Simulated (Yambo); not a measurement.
```
CELL_PARAMETERS angstrom
      3.17991     0.00000     0.00000
     -1.58996     2.75388     0.00000
      0.00000     0.00000     5.27414
ATOMIC_POSITIONS crystal
  B  0.66667 0.33333 0.50043
  B  0.33333 0.66667 0.00043
  P  0.66667 0.33333 0.87457
  P  0.33333 0.66667 0.37457
```

BP (wurtzite, space group P6_3mc, No. 186): G0W0@PBEsol in Yambo (6×6×4 Γ-centred k mesh, 84 bands and a 8 Ry block in the screening, 84 bands in G with the Bruneval-Gonze terminator, plasmon pole fitted at 27.2 eV) on wavefunctions from Quantum ESPRESSO. With the symmetry operations that carry no fractional translation, the mesh has 24 irreducible k points, and the gap Γ → K is 1.634 eV.

Task: What changes when point-group symmetry is switched off and time reversal alone is kept?

Result: The mesh then has 76 irreducible points. The exact result doesn't change; the run gives 1.632 eV, and the difference is numerical residue, whose source wasn't traced. Rough time against the symmetric run: about 3× for the empty bands, about 3× for Yambo (3 states against 4).

Geometry relaxed with PBEsol.

This is not the ordinary phase of the substance; no match was found in the copy of COD used, and its stability was not checked.
